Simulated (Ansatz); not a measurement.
# Property card for GaSb

GaSb:
```
CELL_PARAMETERS angstrom
      4.34476     0.00000     0.00000
     -2.17238     3.76268     0.00000
      0.00000     0.00000     9.41291
ATOMIC_POSITIONS crystal
  Ga 0.00000 0.49967 0.66667
  Ga 0.50033 0.50033 0.00000
  Ga 0.49967 0.00000 0.33333
  Sb 0.00000 0.49978 0.16667
  Sb 0.50022 0.50022 0.50000
  Sb 0.49978 0.00000 0.83333
```

Space group P6_422 (No. 181); conventional cell a = b = 4.345 Å, c = 9.413 Å, α = β = 90.00°, γ = 120.00°.

Method: plane-wave PAW PBEsol (Ansatz code). The cell and atoms are relaxed at this level. Other levels are named where they apply.

Cell and energy:

- Volume per atom = 25.65 Å³
- Density = 6.20 g/cm³
- Formation energy from the elements (no fitted shifts) = -0.009 eV/atom

Electronic structure:

* **Electronic character**: metallic (no gap)
* **Density of states at the Fermi level**: 0.04 states/eV per atom (mean over ±0.08 eV)

The start of the workflow was typed in or built on a structure type; neither database checked (COD, Materials Project) lists it. It is not the phase usual at ambient conditions (space group No. 216). Symmetry was held in the PBEsol relaxation; its stability against distortions is not shown here. A small band overlap can be real or an error of a semilocal functional. Point labels and valley counts follow the cell and symmetry of the run, lower than the named group. The references are the lowest solids computed at this level, not always the standard phases. Scalar-relativistic: spin–orbit coupling is off unless named, which matters more the heavier the elements.

Potentials: the later of the program's two PAW sets.
